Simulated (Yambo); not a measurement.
Yambo input for Rb2LiYF6 (space group Fm-3m, No. 225) (a = 6.161 Å, b = 6.161 Å, c = 6.161 Å, α = 60.00°, β = 60.00°, γ = 60.00°), on PBEsol (pw.x of Quantum ESPRESSO, ONCV potentials, without SOC) wavefunctions on a 4×4×4 mesh:

```
optics
chi
dipoles
kernel
FFTGvecs= 40 Ry
Chimod= "HARTREE"
NGsBlkXd= 3 Ry
% QpntsRXd
 1 | 1 |
%
% BndsRnXd
 2 | 133 |
%
GrFnTpXd= "R"
% EnRngeXd
 0.0 | 20.0 | eV
%
% DmRngeXd
 0.2 | 0.2 | eV
%
CGrdSpXd= 50
ETStpsXd= 161
% LongDrXd
 1.0 | 0.0 | 0.0 |
%
```

First lines of the file o-*.eps_q1_inv_rpa_dyson:

```
Absorption @ Q(1):   1.00000000     0.00000000     0.00000000    [q->0 direction]
#
# [ X ] Hartree size     :  137
# [GEN] GF Energies     : Perdew, Burke & Ernzerhof SOL(X)+Perdew, Burke & Ernzerhof SOL(C)
# [GEN] Green`s Function     : Retarded
#
# [GEN] Gauge     : Length
# [GEN] [r,Vnl] included     : yes
#
#    E[1] [eV]     Im(eps)     Re(eps)     Im(eps_o)     Re(eps_o)
#
     0.000000     -0.298021E-8     2.125593     -0.32952E-18     2.331639
     0.125000     0.351843E-3     2.125702     0.431468E-3     2.331774
     0.250000     0.704307E-3     2.126032     0.863713E-3     2.332178
     0.375000     0.001058     2.126582     0.001298     2.332852
     0.500000     0.001414     2.127353     0.001734     2.333798
     0.625000     0.001772     2.128347     0.002173     2.335016
     0.750000     0.002133     2.129565     0.002616     2.336510
     0.875000     0.002498     2.131009     0.003064     2.338283
     1.000000     0.002867     2.132683     0.003518     2.340336
     1.125000     0.003242     2.134589     0.003978     2.342674
     1.250000     0.003623     2.136731     0.004446     2.345303
     1.375000     0.004011     2.139112     0.004923     2.348225
     1.500000     0.004406     2.141738     0.005409     2.351448
     1.625000     0.004809     2.144612     0.005905     2.354977
     1.750000     0.005222     2.147741     0.006414     2.358819
     1.875000     0.005645     2.151131     0.006935     2.362983
     2.000000     0.006080     2.154788     0.007471     2.367476
     2.125000     0.006526     2.158719     0.008022     2.372307
     2.250000     0.006987     2.162934     0.008591     2.377489
     2.375000     0.007463     2.167440     0.009179     2.383030
     2.500000     0.007954     2.172248     0.009788     2.388945
     2.625000     0.008464     2.177368     0.010419     2.395245
     2.750000     0.008993     2.182812     0.011075     2.401947
     2.875000     0.009544     2.188591     0.011759     2.409066
     3.000000     0.010118     2.194721     0.012472     2.416620
     3.125000     0.010717     2.201217     0.013218     2.424628
     3.250000     0.011345     2.208094     0.014000     2.433112
     3.375000     0.012003     2.215371     0.014821     2.442095
     3.500000     0.012695     2.223069     0.015686     2.451601
     3.625000     0.013424     2.231208     0.016598     2.461661
     3.750000     0.014193     2.239813     0.017563     2.472304
     3.875000     0.015008     2.248910     0.018587     2.483565
     4.000000     0.015873     2.258530     0.019675     2.495481
```
(The file goes on to the top of the energy range.) Convergence of the RPA response with its 4×4×4 mesh was not tested.

Geometry of the Materials Project entry, not relaxed at this level.

The structure is a Materials Project entry; no match was found in the copy of COD used, and its stability was not checked.
